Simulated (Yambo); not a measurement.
G0W0@PBEsol for KCaF3 (cubic perovskite, space group Pm-3m, No. 221) in Yambo. Reference settings: 4×4×4 Γ-centred k mesh, 133 bands and a 7 Ry block in the screening, 133 bands in G with the Bruneval-Gonze terminator, plasmon pole fitted at 27.2 eV. The PBEsol gap R → Γ on this mesh is 6.06 eV; G0W0 gaps are taken between the same points.

The settings were changed. The gap went from 9.74 eV to 9.56 eV, and the shift of the valence edge from -2.53 eV to -2.21 eV.

**Question.** What was changed between the two runs?
A) no terminator
B) 6 Ry block
C) 87 bands in G, no terminator
D) 65 bands in W

**Answer.** C, 87 bands in G, no terminator. The others gave (gap, valence shift): no terminator: 9.63, -2.34 eV; 65 bands in W: 9.87, -2.46 eV; 6 Ry block: 9.75, -2.55 eV.

Geometry of the Materials Project entry, not relaxed at this level; primitive cell a = 4.482 Å, b = 4.482 Å, c = 4.482 Å, α = 90.00°, β = 90.00°, γ = 90.00°.

The structure is a Materials Project entry; no match was found in the copy of COD used, and its stability was not checked.

A shift is the quasiparticle energy of the state minus its PBEsol energy.
